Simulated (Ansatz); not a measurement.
TiH₂ (space group I4/mmm)

```yaml
crystal:
  lattice:
    - [-1.58689, 1.58689, 2.07337]
    - [1.58689, -1.58689, 2.07337]
    - [1.58689, 1.58689, -2.07337]
  atoms:
    - { symbol: Ti, position: [0.00000, 0.00000, 0.00000] }
    - { symbol: H, position: [0.25000, 0.75000, 0.50000] }
    - { symbol: H, position: [0.75000, 0.25000, 0.50000] }
```

The volume is varied about the relaxed value V₀ at fixed cell shape. Symmetry pins the atoms to their sites.

Calculation: PBEsol (plane waves to 420 eV, PAW, scalar-relativistic; Ansatz, a program for electronic structure). k mesh 20×20×20 (Γ-centred), Fermi-Dirac smearing 0.05 eV. E stands for the smeared free energy. Compression counts positive. With the shape held, the modulus is that of even scaling; a crystal free to change shape is softer. This is one of several known forms of TiH2; the measured ambient cells at hand have space group No. 225. TiH2 is run without spin polarisation. TiH2 was relaxed with its symmetry unable to fall. ΔE is measured from the relaxed starting cell. The last digit holds for this mesh only.

```tsv
V (Å³/atom)	ΔE (meV/atom)
5.848	112.5
6.071	67.8
6.293	36.0
6.516	15.1
6.739	3.6
6.962	0.0
7.184	3.2
7.407	12.2
7.630	26.2
7.853	withheld
8.075	66.3
```

**Question.** Fit a third-order Birch-Murnaghan form (E₀, V₀, B₀, B₀′ free) to the given rows and predict ΔE at V = 7.853.

**Answer.** Least squares on the 10 given rows: ΔE = E₀ + (9V₀B₀/16)·y²·[2 + (B₀′ − 4)y], y = (V₀/V)^(2/3) − 1, with V₀ = 6.962 Å³/atom, B₀ = 152.4 GPa (160.2 GPa = 1 eV/Å³; the term in eV is multiplied by 1000), B₀′ = 3.90, E₀ = -0.01 meV/atom; root-mean-square residual 0.03 meV/atom. At 7.853 the fit gives 44.5 meV/atom; the calculation gives 44.4 meV/atom, so the interpolation is off by 0.1 (+0.2 %). For the pressure the fit gives -14.5 GPa against the computed -14.5 GPa.

(A scan under strain: stresses follow from slopes of the energy per volume, elastic moduli from its curvatures.)
